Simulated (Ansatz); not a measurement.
Data:

CuCl:
```cif
data_ClCu
_chemical_formula_sum 'Cu1 Cl1'
_space_group_name_H-M_alt 'P 1'
_space_group_IT_number 1
_cell_length_a 3.11604
_cell_length_b 3.11604
_cell_length_c 3.11604
_cell_angle_alpha 90.000
_cell_angle_beta 90.000
_cell_angle_gamma 90.000
loop_
_space_group_symop_operation_xyz
  'x, y, z'
loop_
_atom_site_label
_atom_site_type_symbol
_atom_site_fract_x
_atom_site_fract_y
_atom_site_fract_z
_atom_site_occupancy
Cu1 Cu 0.00000 0.00000 0.00000 1
Cl1 Cl 0.50000 0.50000 0.50000 1
```

This is the PBEsol-relaxed structure.

### Question
All from DFT-PBEsol in the program Ansatz with PAW potentials, unless another level is named. Predict the electronic character.

### Answer
no gap, with almost no states at the Fermi level (zero-gap or semimetallic).

### Question
And the HSE06 gap on the PBEsol cell?

### Answer
1.95 eV (a hybrid on a coarse mesh can open a false gap in a semimetal).

### Question
Give the formation energy from the elements (no fitted shifts).

### Answer
0.055 eV/atom.

Space group Pm-3m (CsCl type). The start of the workflow was typed in or built on a structure type; neither database checked (COD, Materials Project) lists it. It is not the phase usual at ambient conditions (space group No. 216). The PBEsol relaxation kept the symmetry of its start. At this level the phase is dynamically unstable (imaginary phonons). The workflow began spin-polarised and lost its moments. The compound may be a true metal, but semilocal functionals without U, or a wrong spin order, can also close a gap. The references are the lowest solids computed at this level, not always the standard phases (solids in place of the gases).

Potentials: the later of the program's two PAW sets.
